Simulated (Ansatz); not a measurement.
Monolayer PHPbO4 (Pc in the vacuum cell, 14 atoms; H with 1 neighbours, P with 4 neighbours (tetrahedral), Pb with 5 neighbours, O with 2 neighbours (bent)) is relaxed with plane-wave PAW r²SCAN+D4 (Ansatz code). What in-plane lattice and thickness result?

a = 4.608 Å, b = 5.845 Å, γ = 97.3°; 6.40 Å between the outermost nuclei.

Band gap: 4.70 eV (direct). Valence-band maximum: at Y. Conduction-band minimum: at Y. Ionisation potential (Kohn–Sham): 5.88 eV. Electron affinity (Kohn–Sham): 1.18 eV. Electron effective mass, in the valley at Y: 0.88 along x, 0.65 along y (mₑ). Hole effective mass, in the valley at Y: 1.9 along x, 0.80 along y (mₑ). Gap with spin–orbit coupling: 4.32 eV.

The layer was cut from a bulk entry of the Materials Project (measured or hypothetical); whether that bulk phase is the ambient one, and whether the layer has been isolated, was not checked. The cell was relaxed with r²SCAN+D4 under the symmetry of its start; its stability against distortions is not shown here. Spin–orbit coupling is left out wherever it is not named.

Potentials: the later of the program's two PAW sets.
